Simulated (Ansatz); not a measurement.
Cs₂AgBiBr₆ (Fm-3m), relaxed with LDA (Ansatz, a program for electronic structure, plane waves, PAW): a = 10.995 Å, b = 10.995 Å, c = 10.995 Å, α = 90.00°, β = 90.00°, γ = 90.00°.

| Quantity | Result |
|---|---|
| gap (eV) | 0.94 |
| ΔH_f (eV/atom) | -1.12 |
| B₀ by P(V) fit (GPa) | 32.9 |
| K_Hill (GPa) | 33.1 |
| G_Hill (GPa) | 11.3 |
| highest Γ mode, no LO–TO term (cm⁻¹) | 188 |
| electron conductivity mass (mₑ) | 0.27 |
| Θ_D (K) | 152 |

Problem. The same phase is relaxed and computed with PBEsol in the same code. What are the cell and these values now?

Solution. a = 11.1872 Å, b = 11.1872 Å, c = 11.1872 Å, α = 90.00°, β = 90.00°, γ = 90.00°.

* **gap (eV)**: 1.10
* **ΔH_f (eV/atom)**: -1.12
* **B₀ by P(V) fit (GPa)**: 26.5
* **K_Hill (GPa)**: 26.7
* **G_Hill (GPa)**: 9.5
* **highest Γ mode, no LO–TO term (cm⁻¹)**: 175
* **electron conductivity mass (mₑ)**: 0.28
* **Θ_D (K)**: 140

All cells were relaxed under the symmetry of their starts (and spin orders); stability against distortions was not tested throughout. Rows with no word on spin ran without spin polarisation. Spin–orbit coupling is left out wherever it is not named.

Potentials: the later of the program's two PAW sets.

Ansatz is a plane-wave DFT program.

Formation energies count from the lowest solids of the elements computed at the same level, not from gases.
